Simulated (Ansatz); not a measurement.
Re in space group P-6m2 (No. 187; Pearson symbol hP8) at seven volumes, r²SCAN in the plane-wave PAW code Ansatz, shape and atoms relaxed at each. One row is withheld.

| V (Å³/atom) | P (GPa) |
|---|---|
| 13.371 | 45.04 |
| 13.812 | 27.59 |
| 14.253 | 12.69 |
| 14.694 | 0.00 |
| 15.135 | ? |
| 15.576 | -19.92 |
| 16.016 | -27.67 |

Question: Fit the shown pressures and predict the withheld one.

Answer: P = (3/2)B₀(x^(7/2) − x^(5/2))[1 + (3/4)(B′ − 4)(x − 1)] with x = (V₀/V)^(2/3). Least squares on the six rows gives V₀ = 14.695 Å³/atom, B₀ = 388 GPa, B′ = 4.37. At V = 15.135, x = 0.9805 and P = -10.73 GPa. The run itself gave -10.78 GPa.

The start of the workflow was typed in or built on a structure type; neither database checked (COD, Materials Project) lists it. It is not the phase usual at ambient conditions (space group No. 194). The r²SCAN relaxation kept the symmetry of its start; whether a distortion lowers the energy is not shown. No spin polarisation was allowed. Spin–orbit coupling is left out wherever it is not named.

Potentials: the earlier of the program's two PAW sets.
